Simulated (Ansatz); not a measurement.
This cell of HfO$_{2}$ (fluorite) is off equilibrium:

```xyz
3
Lattice="0.0000 2.4891 2.5887 2.4891 0.0000 2.5887 2.4891 2.4891 0.0000" Properties=species:S:1:pos:R:3 pbc="T T T"
Hf     0.0000     0.0000     0.0000
O      1.2446     1.2446     1.2944
O      3.7337     3.7337     3.8831
```

These are PBEsol (plane waves to 420 eV, PAW, scalar-relativistic; Ansatz, a program for electronic structure) values and carry that method's errors. k mesh 11×11×11 (Γ-centred), Fermi-Dirac smearing 0.05 eV. E stands for the smeared free energy. Compression counts positive. HfO2 is run without spin polarisation. HfO2 was relaxed with its symmetry unable to fall. Spin-orbit coupling is left out, though Hf is heavy. This is a high-temperature form of HfO2.

Question: Give the stress tensor in GPa and the pressure.

Answer: 
```
    6.2      0.0      0.0
    0.0      6.2      0.0
    0.0      0.0    -12.2
```
The pressure, a third of the trace, is 0.1 GPa.

Question: It is the relaxed cell deformed to V/V₀ = 1.000, (c/a)/(c/a)₀ = 1.040, c along z, fractional positions held. What is its energy relative to the relaxed cell?

Answer: 16.1 meV/atom.

(Under strain, the slope of the energy per volume gives the stress and its curvature an elastic modulus.)
